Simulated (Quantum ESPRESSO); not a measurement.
# Moving one atom in Si7Al

The results below are calculated, not measured. They come from pw.x of Quantum ESPRESSO 7.5, a plane-wave density functional program, with PseudoDojo standard norm-conserving files (v0.5 for PBE, v0.4.1 for LDA and PBEsol). The cells are made up: elements, strain and atom displacements were drawn at random, and nothing was relaxed. There is no spin polarisation, spin-orbit coupling or dispersion term.

The cell has 8 sites of a zincblende or diamond lattice. Sites 1 to 4 hold Si Si Al Si; sites 5 to 8 hold Si Si Si Si. Cell vectors in Å: (5.476, 0.009, -0.030); (0.009, 5.367, -0.081); (-0.030, -0.081, 5.505). Settings: PBE, cutoff 544 eV, 6 x 6 x 6 k mesh shifted by half a step, Fermi-Dirac smearing of 0.1 eV.

Each run shifts the Si atom on site 8 along x and leaves all else fixed. Site 3 is one of its nearest neighbours. E is the free energy of the cell above the lowest run shown.

| run | shift (Å) | Fx on site 8 (eV/Å) | Fx on site 3 (eV/Å) | P (GPa) | E (meV) |
| --- | --- | --- | --- | --- | --- |
| 1 | -0.1278 | 2.485 | -1.457 | 4.87 | 269.3 |
| 2 | -0.0627 | 1.747 | -1.238 | 4.61 | 131.4 |
| 3 | -0.0448 | 1.541 | -1.180 | 4.55 | 101.9 |
| 5 | 0.0043 | 0.973 | -1.027 | 4.42 | 40.2 |
| 6 | 0.0584 | 0.342 | -0.867 | 4.34 | 4.6 |
| 7 | 0.0963 | -0.099 | -0.761 | 4.32 | 0.0 |
| 4 | -0.0170 | ? | ? | ? | ? |

A rerun of one of these cells at 778 eV and k mesh 8 x 8 x 8 moved values by no more than 0.008 eV in the cell's energy, 0.08 GPa in stress and 0.015 eV/Å in force.

## Worked fit

A parabola through the six runs shown gives Fx on site 8 = 1.024 - 11.57 u - 1.0 u² eV/Å, with u in Å and a scatter of 0.003 eV/Å. Minus the slope, 11.57 ± 0.05 eV/Å², is this atom's force constant along x at u = 0, with its periodic images moving too. The fitted force vanishes at u = 0.088 Å, where the energy should be lowest along this line. The error is the larger of the fit's own and the change that a cubic makes, rounded up.

## Withheld run

Question: what Fx on site 8 should run 4 give?

The fit gives 1.220 eV/Å. The calculation gave 1.220 eV/Å.

```
run,shift (Å),Fx on site 8 (eV/Å),Fx on site 3 (eV/Å),P (GPa),E (meV)
4,-0.0170,1.220,-1.093,4.47,63.6
```